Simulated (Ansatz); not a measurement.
Total density of states per atom from PBEsol (plane waves, PAW; program Ansatz), in 0.25 eV bins, energy from the Fermi level:

(E (eV), states/eV/atom): (-7.15, 0.00); (-6.90, 0.02); (-6.65, 0.04); (-6.40, 0.05); (-6.15, 0.07); (-5.90, 0.09); (-5.65, 0.11); (-5.40, 0.22); (-5.15, 0.58); (-4.90, 1.09); (-4.65, 1.50); (-4.40, 2.03); (-4.15, 1.92); (-3.90, 1.59); (-3.65, 1.11); (-3.40, 1.28); (-3.15, 1.45); (-2.90, 1.22); (-2.65, 1.27); (-2.40, 1.36); (-2.15, 1.45); (-1.90, 2.55); (-1.65, 1.93); (-1.40, 1.50); (-1.15, 1.83); (-0.90, 1.44); (-0.65, 1.02); (-0.40, 1.04); (-0.15, 1.17); (0.10, 0.73); (0.35, 0.66); (0.60, 0.83); (0.85, 0.50); (1.10, 0.21); (1.35, 0.04); (1.60, 0.03); (1.85, 0.11); (2.10, 0.35); (2.35, 1.72); (2.60, 1.50); (2.85, 1.23); (3.10, 1.63); (3.35, 0.76); (3.60, 0.46); (3.85, 0.39); (4.10, 0.43); (4.35, 0.46); (4.60, 0.36)

Problem. Pick the material that matches.
(A) HfRh3, Cu3Au type
(B) ZrC, rock salt
(C) ZrRh3, Cu3Au type
(D) ZrCu, P2_1/m (Zr on 2e, Cu on 2e)

Solution. C, ZrRh3, Cu3Au type. Within 0.5 eV of the Fermi level: Rh 4d 73 %, Zr 4d 13 %, Zr 5s 6 %. Projections are on Löwdin-orthogonalised atomic valence shells; empty p or d shells of many metals are not among them.

Space group Pm-3m (Cu3Au type). The first step of the workflow began from a Materials Project structure, measured or hypothetical; the Crystallography Open Database files this formula in space group No. 221, but the cells were not matched. Its standing as an ambient phase is unchecked. Symmetry was held in the PBEsol relaxation; of distortions, only those at the zone centre were tested. The run is not spin-polarised. Scalar-relativistic: spin–orbit coupling is off unless named, which matters more the heavier the elements.

Potentials: the later of the program's two PAW sets.
